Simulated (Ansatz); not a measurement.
# SrSn$_{2}$O$_{3}$ (P6mm)

The calculation used DFT PBE, scalar-relativistic, plane waves, PAW in Ansatz 0.2.0.

Cutoff 420 eV; k points 6×6×6 on the computed 6-atom cell (Γ-centred); Gaussian smearing, width 0.02 eV; no spin polarisation.

The structure is relaxed at this level of theory with its symmetry kept, and needn't be the ground state of this composition.

Space group P6mm (No. 183). a = 5.726 Å, b = 5.726 Å, c = 6.142 Å, α = 90.00°, β = 90.00°, γ = 120.00°
| atom | site | symmetry | x | y | z |
| --- | --- | --- | --- | --- | --- |
| Sr | 1a | 6mm | 0.0000 | 0.0000 | 0.5139 |
| Sn | 2b | 3m. | 0.6667 | 0.3333 | 0.2148 |
| O | 3c | 2mm | 0.5000 | 0.5000 | 0.4167 |

```json
{
  "Space group": "P6mm (No. 183)",
  "Volume per atom": "29.07 Å³",
  "Formation energy from the elements' standard states (uncorrected)": "-1.495 eV/atom",
  "Kohn–Sham band gap": "1.30 eV",
  "Orbital (Löwdin) character of the top 1 eV of the valence band": "O 2p 45 %, Sn 5p 26 %, Sn 5s 24 %",
  "Orbital (Löwdin) character of the lowest 1 eV of the conduction band": "Sn 5p 34 %, O 2p 17 %, Sr 5s 16 %, unprojected 25 %",
  "Bader charge by site (e)": "Sr (1 in the cell) 1.68, Sn (2 in the cell) 1.10, O (3 in the cell) -1.29"
}
```

The cell holds layers, chains or molecules and no dispersion correction was added, so their binding is poorly described.

The cell was found from a structure generator's guess, not taken from experiment. Kohn–Sham gaps at this level usually fall short of measured ones. Löwdin shares on free-atom orbitals overweight diffuse shells in the empty bands.
